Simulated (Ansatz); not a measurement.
Relaxation of a generated cell, Te2Mo placed in the AFLOW prototype AB2_oC24_41_2a_2b (C_e, as in Sn2Pd); 12 atoms in the cell, which starts as Aea2 (No. 41), oS24; a = 7.398 Å, b = 7.398 Å, c = 13.882 Å, α = 90.00°, β = 90.00°, γ = 90.00°. Method: PBE (plane waves to 420 eV, PAW, scalar-relativistic; Ansatz, a first-principles code). Γ-centred k-mesh 3×3×3 on the run's cell (coarser than for final values), Fermi–Dirac smearing 0.05 eV. This is the first round of the run. 

The optimiser's lines from the output (shortened; P is positive under compression):

```
relax step   1: F+E_penalty+E_count = -75656.77571869 eV  Δ(F+E_penalty+E_count) = +0.000e0 eV  max|allowed force component| = 7.020e-1 eV/Å  Δτ_max = 0.0000 Å  P = -14.412 GPa  Ω = 379.918 Å³  (10 SCF iters, dr2 threshold 1.00e-7 eV, accepted)
relax step   2: F+E_penalty+E_count = -75661.10301089 eV  Δ(F+E_penalty+E_count) = -4.327e0 eV  max|allowed force component| = 2.693e-1 eV/Å  Δτ_max = 0.0421 Å  P = -10.353 GPa  Ω = 328.201 Å³  (6 SCF iters, dr2 threshold 1.20e-6 eV, accepted)
relax step   3: F+E_penalty+E_count = -75662.90776090 eV  Δ(F+E_penalty+E_count) = -1.805e0 eV  max|allowed force component| = 3.411e-1 eV/Å  Δτ_max = 0.0317 Å  P = -1.283 GPa  Ω = 286.080 Å³  (7 SCF iters, dr2 threshold 1.20e-6 eV, accepted)
relax step   4: F+E_penalty+E_count = -75662.93798366 eV  Δ(F+E_penalty+E_count) = -3.022e-2 eV  max|allowed force component| = 2.188e-1 eV/Å  Δτ_max = 0.0384 Å  P = +0.872 GPa  Ω = 278.164 Å³  (7 SCF iters, dr2 threshold 1.20e-6 eV, accepted)
relax step   5: F+E_penalty+E_count = -75662.97824870 eV  Δ(F+E_penalty+E_count) = -4.027e-2 eV  max|allowed force component| = 3.076e-2 eV/Å  Δτ_max = 0.0273 Å  P = -0.062 GPa  Ω = 281.383 Å³  (5 SCF iters, dr2 threshold 1.20e-6 eV, accepted)
relax step   6: F+E_penalty+E_count = -75662.97917589 eV  Δ(F+E_penalty+E_count) = -9.272e-4 eV  max|allowed force component| = 1.174e-2 eV/Å  Δτ_max = 0.0080 Å  P = +0.023 GPa  Ω = 281.081 Å³  (5 SCF iters, dr2 threshold 1.17e-7 eV, accepted)
relax step   7: F+E_penalty+E_count = -75662.97926713 eV  Δ(F+E_penalty+E_count) = -9.124e-5 eV  max|allowed force component| = 2.187e-3 eV/Å  Δτ_max = 0.0027 Å  P = +0.002 GPa  Ω = 281.147 Å³  (5 SCF iters, dr2 threshold 8.61e-9 eV, accepted)
relax step   8: F+E_penalty+E_count = -75662.96937639 eV  Δ(F+E_penalty+E_count) = +9.891e-3 eV  max|allowed force component| = 2.389e-3 eV/Å  Δτ_max = 0.0000 Å  P = -0.018 GPa  Ω = 281.147 Å³  stress off target by 2.40e-2 GPa  SCF on the basis re-selected at this cell (its energy is not comparable with the rows above)  (7 SCF iters)
relax step   9: F+E_penalty+E_count = -75662.96939653 eV  Δ(F+E_penalty+E_count) = -2.015e-5 eV  max|allowed force component| = 4.348e-4 eV/Å  Δτ_max = 0.0007 Å  P = +0.000 GPa  Ω = 281.086 Å³  (5 SCF iters, dr2 threshold 1.44e-9 eV, accepted)
relax step  10: F+E_penalty+E_count = -75662.96937741 eV  Δ(F+E_penalty+E_count) = +1.912e-5 eV  max|allowed force component| = 4.357e-4 eV/Å  Δτ_max = 0.0000 Å  P = +0.000 GPa  Ω = 281.086 Å³  stress off target by 1.93e-3 GPa  SCF on the basis re-selected at this cell (its energy is not comparable with the rows above)  (5 SCF iters)
```

From the first to the last row the energy changes by -0.52 eV/atom and the volume by -26.0 %. The last row is marked as not comparable with the walk above it, whose basis was carried along; it does compare with step 1, since both stand on a basis selected at the nominal cutoff for their own cell.

Later rounds, restarted from the end of this one on a renewed k-mesh, logged 5 more steps and released under 0.01 eV/atom more. The final structure after all rounds: Cmce (No. 64), oS24; a = 12.9130 Å, b = 6.5899 Å, c = 6.6020 Å, α = 90.00°, β = 90.00°, γ = 90.00°. Between re-selections the logged energies stand on a plane-wave basis carried along with the cell. No spin polarisation in the result.

The run could not lose the symmetry of its start, so the end can be a saddle point.

The relaxed structure here is a generated cell of Te2Mo: the first start was made by placing the elements on the sites of a structure type, and the end was not matched to a known phase here, so it may be hypothetical. Known forms of Te2Mo include space group No. 194.
